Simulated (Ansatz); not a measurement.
Cs3Bi in space group Fm-3m (No. 225; Cs on 8c, Cs on 4b, Bi on 4a) at seven volumes, DFT-r²SCAN in the program Ansatz with PAW potentials, scaled uniformly. One row is withheld.

```csv
V (Å³/atom),P (GPa)
46.763,?
48.305,0.74
49.847,0.34
51.388,0.00
52.930,-0.28
54.471,-0.53
56.013,-0.73
```

### Question
Fit the shown pressures and predict the withheld one.

### Answer
P = (3/2)B₀(x^(7/2) − x^(5/2))[1 + (3/4)(B′ − 4)(x − 1)] with x = (V₀/V)^(2/3). Least squares on the six rows gives V₀ = 51.397 Å³/atom, B₀ = 10.3 GPa, B′ = 4.57. At V = 46.763, x = 1.0650 and P = 1.21 GPa. The run itself gave 1.22 GPa.

The workflow started from a Materials Project entry (that database holds measured and hypothetical structures alike); the Crystallography Open Database copy checked does not list it. With Cs and Bi taken as one species the cell has the higher symmetry Im-3m, so it may be an ordered model of a mixed-site phase. Its standing as an ambient phase is unchecked. The cell was relaxed with r²SCAN under the symmetry of its start; of distortions, only those at the zone centre were tested. Scalar-relativistic: spin–orbit coupling is off unless named, which matters more the heavier the elements.

Potentials: the later of the program's two PAW sets.
